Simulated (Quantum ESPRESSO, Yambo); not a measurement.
G0W0 results for AgCl

```
AgCl
1.0
    1.84713    -5.43262     0.00000
    1.84713     5.43262     0.00000
    0.00000     0.00000     3.84499
Cl Ag
2 2
Direct
  0.86452   0.13548   0.25000
  0.13548   0.86452   0.75000
  0.39864   0.60136   0.75000
  0.60136   0.39864   0.25000
```

Cell and atoms were relaxed with PBEsol from Materials Project entry mp-570858, within its symmetry.

Starting point: PBEsol (Quantum ESPRESSO, PseudoDojo norm-conserving, 82 Ry, no spin-orbit coupling). G0W0 in Yambo: 4×4×4 Γ-centred k mesh, bands 9 to 99 and a 6 Ry block in the screening, 99 bands in G with the Bruneval-Gonze terminator, plasmon pole fitted at 27.2 eV.

PBEsol gap along the band path: 0.34 eV
PBEsol gap between the mesh's edge points ((0.25, 0.25, 0) → Γ): 0.34 eV
G0W0 gap between the same points: 1.72 eV
PBEsol smallest direct gap on the mesh (at Γ): 1.87 eV
G0W0 direct gap at that point: 3.37 eV

| k point | band | E PBEsol (eV) | E QP (eV) | shift (eV) | Z |
|---|---|---|---|---|---|
| Γ | VB | -1.53 | -2.45 | -0.92 | 0.79 |
| Γ | CB | 0.34 | 0.92 | 0.58 | 0.82 |
| (0, 0, -0.5) | VB | -0.12 | -0.90 | -0.78 | 0.80 |
| (0, 0, -0.5) | CB | 4.33 | 5.04 | 0.71 | 0.82 |
| (0, -0.5, 0) | VB | -0.02 | -0.81 | -0.80 | 0.80 |
| (0, -0.5, 0) | CB | 2.91 | 3.53 | 0.62 | 0.82 |
| (0, -0.5, -0.5) | VB | -1.57 | -2.44 | -0.87 | 0.79 |
| (0, -0.5, -0.5) | CB | 2.73 | 3.51 | 0.78 | 0.82 |
| (0.25, 0.25, 0) | VB | 0.00 | -0.80 | -0.80 | 0.80 |
| (0.25, 0.25, 0) | CB | 2.77 | 3.38 | 0.61 | 0.82 |
| (-0.5, -0.5, 0) | VB | -1.47 | -2.36 | -0.89 | 0.79 |
| (-0.5, -0.5, 0) | CB | 2.03 | 2.65 | 0.62 | 0.81 |
| (-0.5, -0.5, -0.5) | VB | -0.16 | -0.95 | -0.79 | 0.80 |
| (-0.5, -0.5, -0.5) | CB | 3.41 | 4.01 | 0.60 | 0.83 |

Energies count from the PBEsol valence-band maximum.

Nearest settings tried, and what they do to the gap: 69 bands in G: +18 meV; 55 bands in W: +209 meV; 3 Ry block (45 vectors against 127): +4 meV. Not varied: mesh. So the settings aren't converged at that level.

Spin-orbit splittings are left out.

This is not the ordinary phase of the substance; no match was found in the copy of COD used, and its stability was not checked.
